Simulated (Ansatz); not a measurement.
A relaxed cell of Ga (Cmce (No. 64)), relaxed on a k-mesh at least as fine as the one used below. These are r2SCAN (plane waves to 500 eV, PAW, scalar-relativistic; Ansatz, a program for electronic structure) values and carry that method's errors. Γ-centred k-mesh 9×5×7 on the run's cell (coarser than for final values), Fermi–Dirac smearing 0.05 eV.

```
CELL_PARAMETERS angstrom
      2.24015    -3.79735     0.00000
      4.48030     7.59469     0.00000
      0.00000     0.00000     4.51927
ATOMIC_POSITIONS crystal
  Ga 0.34400 0.32800 0.58487
  Ga 0.34400 0.82800 0.58487
  Ga 0.65600 0.17200 0.41513
  Ga 0.65600 0.67200 0.41513
  Ga 0.84400 0.07800 0.91513
  Ga 0.84400 0.57800 0.91513
  Ga 0.15600 0.42200 0.08487
  Ga 0.15600 0.92200 0.08487
```

The atoms are displaced by (Å):

| atom | ux | uy | uz |
|---|---|---|---|
| Ga1 | 0.032 | -0.055 | -0.151 |
| Ga2 | 0.031 | 0.048 | -0.022 |
| Ga3 | -0.029 | -0.060 | 0.004 |
| Ga4 | -0.012 | 0.157 | 0.020 |
| Ga5 | -0.089 | 0.061 | -0.047 |
| Ga6 | 0.040 | 0.094 | 0.037 |
| Ga7 | -0.027 | 0.065 | -0.167 |
| Ga8 | 0.025 | 0.027 | 0.071 |

Question: What forces (eV/Å) and pressure result?

Answer: 
```
atom     Fx     Fy     Fz
----  -----  -----  -----
Ga1    0.04   0.48   0.21
Ga2   -0.50   0.54   0.41
Ga3    0.51   0.16  -0.30
Ga4   -0.13  -0.98  -0.25
Ga5    0.55  -0.52   0.37
Ga6   -0.15   0.15  -0.20
Ga7   -0.04  -0.32   0.24
Ga8   -0.28   0.50  -0.50
```

Pressure +0.5 GPa.

No spin polarisation in the result.

The run that gave the undisplaced cell could not lose the symmetry of its start; a randomly shaken copy of 8 atoms returns to this structure.
